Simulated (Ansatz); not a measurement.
TiB$_{2}$ (AlB2 type, space group P6/mmm)

```xyz
3
Lattice="3.0318 0.0000 0.0000 -1.5159 2.6256 0.0000 0.0000 0.0000 3.2243" Properties=species:S:1:pos:R:3 pbc="T T T"
Ti     0.0000     0.0000     0.0000
B      0.0000     1.7504     1.6121
B      1.5159     0.8752     1.6121
```

The slice is a (1 -1 0 0) plane (indices of the conventional cell) through the point (0.667, 0.333, 0.500) (fractional), spanned by u = [110] and v = [001] in vectors of this cell: u (3.03 Å) and v (3.22 Å, at 90° to u). It covers one period; positions are fractions (u, v).

Computed with PBE (plane waves to 420 eV, PAW, scalar-relativistic; Ansatz, a first-principles code). k mesh 18×18×14. Near the nuclei the fields are pseudised (PAW); where an atom keeps semicore shells as valence, they peak there. The PAW data are Ansatz's earlier set. TiB2 is run without spin polarisation. TiB2 was relaxed with its symmetry unable to fall.

Task: Sketch the electrostatic potential energy of an electron, from the cell's mean on this plane as a map.

Result: 
```tsv
v \ u	0.00	0.12	0.23	0.35	0.46	0.58	0.69	0.81	0.92
0.96	x	x	<3.0	6.4	6.0	6.3	5.5	x	x
0.86	x	x	4.4	7.7	6.8	7.1	7.3	<3.0	x
0.75	3.9	6.0	8.0	7.4	5.8	6.2	7.9	7.5	5.1
0.64	10.3	10.0	8.1	4.2	<3.0	<3.0	5.8	9.0	10.2
0.54	11.4	10.4	7.2	<3.0	<3.0	<3.0	<3.0	8.5	10.9
0.43	11.2	10.4	7.4	<3.0	<3.0	<3.0	3.6	8.6	10.9
0.32	9.1	9.3	8.4	5.6	<3.0	3.2	6.7	8.9	9.2
0.21	x	<3.0	7.1	7.8	6.6	6.9	8.0	6.2	<3.0
0.11	x	x	<3.0	7.2	6.5	6.8	6.6	x	x
0.00	x	x	x	6.2	5.9	6.2	5.4	x	x
```

Values: electrostatic potential energy of an electron, from the cell's mean, in eV. Points within 0.7 Å of a nucleus are blanked (x), as the pseudised field means little there. Values under 3 eV are set to 3. The zero, the cell's mean, hangs on the PAW cores.
